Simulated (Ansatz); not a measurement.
InPd:
Space group Pm-3m (No. 221); a = b = c = 3.305 Å, α = β = γ = 90.00°

```tsv
atom	site	symmetry	x	y	z
In	1a	m-3m	0.0000	0.0000	0.0000
Pd	1b	m-3m	0.5000	0.5000	0.5000
```

Relaxed with PBE.

Task: Which orbitals make up the states near the Fermi level in PBE (plane waves, PAW; program Ansatz)?

Result: Within 0.5 eV of the Fermi level: In 5p 46 %, Pd 4d 34 %, In 5s 15 %. Projections are on Löwdin-orthogonalised atomic valence shells; empty p or d shells of many metals are not among them.

Task: Tabulate the density of states.

Result: States/eV per cell of 2 atoms, in 0.25 eV bins, energy from the Fermi level.

| E (eV) | total | Pd 4d | In 5p | In 5s |
|---|---|---|---|---|
| -7.85 | 0.34 | 0.02 | 0.15 | 0.17 |
| -7.60 | 0.38 | 0.02 | 0.16 | 0.18 |
| -7.35 | 0.43 | 0.04 | 0.17 | 0.20 |
| -7.10 | 0.49 | 0.06 | 0.19 | 0.23 |
| -6.85 | 0.59 | 0.09 | 0.20 | 0.28 |
| -6.60 | 0.82 | 0.15 | 0.22 | 0.42 |
| -6.35 | 0.99 | 0.29 | 0.23 | 0.45 |
| -6.10 | 1.08 | 0.47 | 0.17 | 0.41 |
| -5.85 | 0.62 | 0.31 | 0.10 | 0.20 |
| -5.60 | 0.43 | 0.22 | 0.10 | 0.10 |
| -5.35 | 0.37 | 0.18 | 0.13 | 0.06 |
| -5.10 | 0.36 | 0.16 | 0.15 | 0.04 |
| -4.85 | 0.39 | 0.16 | 0.18 | 0.03 |
| -4.60 | 0.78 | 0.43 | 0.29 | 0.04 |
| -4.35 | 1.56 | 0.98 | 0.50 | 0.04 |
| -4.10 | 2.72 | 1.84 | 0.77 | 0.05 |
| -3.85 | 2.40 | 1.82 | 0.49 | 0.05 |
| -3.60 | 4.91 | 4.47 | 0.37 | 0.02 |
| -3.35 | 2.39 | 2.09 | 0.27 | 0.00 |
| -3.10 | 4.95 | 4.54 | 0.35 | 0.02 |
| -2.85 | 4.78 | 4.39 | 0.32 | 0.03 |
| -2.60 | 5.02 | 4.68 | 0.26 | 0.03 |
| -2.35 | 5.34 | 4.98 | 0.28 | 0.03 |
| -2.10 | 1.46 | 1.20 | 0.21 | 0.02 |
| -1.85 | 1.13 | 0.94 | 0.15 | 0.02 |
| -1.60 | 0.49 | 0.34 | 0.12 | 0.02 |
| -1.35 | 0.39 | 0.22 | 0.14 | 0.02 |
| -1.10 | 1.25 | 0.80 | 0.39 | 0.03 |
| -0.85 | 1.18 | 0.66 | 0.43 | 0.06 |
| -0.60 | 0.93 | 0.44 | 0.39 | 0.07 |
| -0.35 | 0.83 | 0.33 | 0.37 | 0.08 |
| -0.10 | 0.79 | 0.27 | 0.35 | 0.14 |
| 0.15 | 0.75 | 0.22 | 0.32 | 0.17 |
| 0.40 | 0.54 | 0.15 | 0.29 | 0.07 |
| 0.65 | 0.49 | 0.11 | 0.27 | 0.06 |
| 0.90 | 0.47 | 0.09 | 0.26 | 0.08 |
| 1.15 | 0.53 | 0.09 | 0.26 | 0.14 |
| 1.40 | 0.62 | 0.12 | 0.24 | 0.21 |
| 1.65 | 0.72 | 0.13 | 0.27 | 0.26 |
| 1.90 | 0.91 | 0.14 | 0.34 | 0.32 |
| 2.15 | 0.88 | 0.11 | 0.36 | 0.29 |
| 2.40 | 0.80 | 0.09 | 0.33 | 0.25 |
| 2.65 | 0.79 | 0.07 | 0.31 | 0.22 |
| 2.90 | 0.74 | 0.06 | 0.29 | 0.18 |
| 3.15 | 0.75 | 0.05 | 0.32 | 0.16 |
| 3.40 | 0.79 | 0.05 | 0.34 | 0.13 |
| 3.65 | 0.88 | 0.05 | 0.39 | 0.11 |
| 3.90 | 0.81 | 0.04 | 0.39 | 0.10 |
| 4.15 | 0.83 | 0.04 | 0.43 | 0.09 |
| 4.40 | 0.82 | 0.04 | 0.45 | 0.08 |
| 4.65 | 0.85 | 0.05 | 0.48 | 0.07 |

Symmetry was held in the PBE relaxation; of distortions, only those at the zone centre were tested. The run is not spin-polarised. Spin–orbit coupling is left out wherever it is not named.

Potentials: the later of the program's two PAW sets.
